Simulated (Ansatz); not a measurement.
BaTiO$_{3}$:
```
BaTiO3
1.0
    3.95535     0.00000     0.00000
    0.00000     3.95535     0.00000
    0.00000     0.00000     4.04455
Ti Ba O
1 1 3
Direct
  0.50000   0.50000   0.44701
  0.00000   0.00000   0.93175
  0.50000   0.50000   0.90192
  0.50000   0.00000   0.41266
  0.00000   0.50000   0.41266
```

Relaxed with PBEsol. Special points in fractions of this cell's reciprocal vectors: Γ (0.000, 0.000, 0.000); X (0.000, 0.500, 0.000); M (0.500, 0.500, 0.000); Z (0.000, 0.000, 0.500); R (0.000, 0.500, 0.500); A (0.500, 0.500, 0.500).

Q: List the band energies nearest the valence-band maximum at these points for plane-wave PAW PBEsol with spin–orbit coupling (Ansatz code).

A: In eV from the valence-band maximum; about four levels below and three above (degenerate sets whole), none deeper than 8.9 eV; points with the same levels are listed once.

| k | below | above |
|---|---|---|
| Γ | -0.37 -0.37 -0.33 -0.33 | 1.85 1.85 2.22 2.22 |
| X | -1.16 -1.16 -0.98 -0.98 | 2.33 2.33 3.66 3.66 |
| M | -0.91 -0.91 -0.04 -0.04 | 3.75 3.75 3.77 3.77 |
| Z | -0.71 -0.71 -0.67 -0.67 | 1.98 1.98 3.66 3.66 |
| R | -0.87 -0.87 -0.27 -0.27 | 3.69 3.69 3.71 3.71 |
| A | -0.22 -0.22 0.00 0.00 | 4.31 4.31 4.32 4.32 |

Space group P4mm. Symmetry was held in the PBEsol relaxation. The run is not spin-polarised.

Potentials: the later of the program's two PAW sets.
